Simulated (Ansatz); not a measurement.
Given:

Starting cell, AlN (zinc blende):

```yaml
crystal:
  lattice:
    - [0.00000, 4.40321, 4.40321]
    - [2.20161, 2.20161, 4.40321]
    - [2.20161, 2.20161, 0.00000]
  atoms:
    - { symbol: N, position: [0.00000, 0.75000, 0.75000] }
    - { symbol: N, position: [0.50000, 0.75000, 0.75000] }
    - { symbol: Al, position: [0.00000, 0.00000, 0.00000] }
    - { symbol: Al, position: [0.50000, 0.00000, 0.00000] }
```

A phonon eigenvector at X = (0.5, 0.5, 0.0) is frozen into this cell: atom i moves by Q times the vector below, so Q is the largest atomic displacement, in Å. The cell is held. (q is in reciprocal vectors of the primitive cell; the cell shown is doubled to hold the pattern.)

```tsv
atom	x	y	z
N1	0.000	0.000	1.000
N2	0.000	0.000	-1.000
```

Atoms not listed stay in place.

Method: PBE (plane waves to 420 eV, PAW, scalar-relativistic; Ansatz, a first-principles code). k mesh 13×13×13 (Γ-centred), Fermi-Dirac smearing 0.05 eV. Energies are smeared free energies. AlN was relaxed with its symmetry unable to fall. ΔE is measured from the undisplaced structure.

The scan covers Q from -0.180 to 0.180 Å in 13 points.

Which space group does the distorted structure have?

P-4m2 (No. 115), lowered from F-43m.

Is this a single well or a double well?

A single well with its minimum at or next to zero displacement.

What is the energy change at Q = 0.180 Å?

797 meV/cell.

What harmonic wavenumber does the curvature at Q = 0 give?

695 cm⁻¹.

(For displaced atoms, the force is minus the slope of the energy, and its curvature is a force constant, which sets phonon frequencies.)
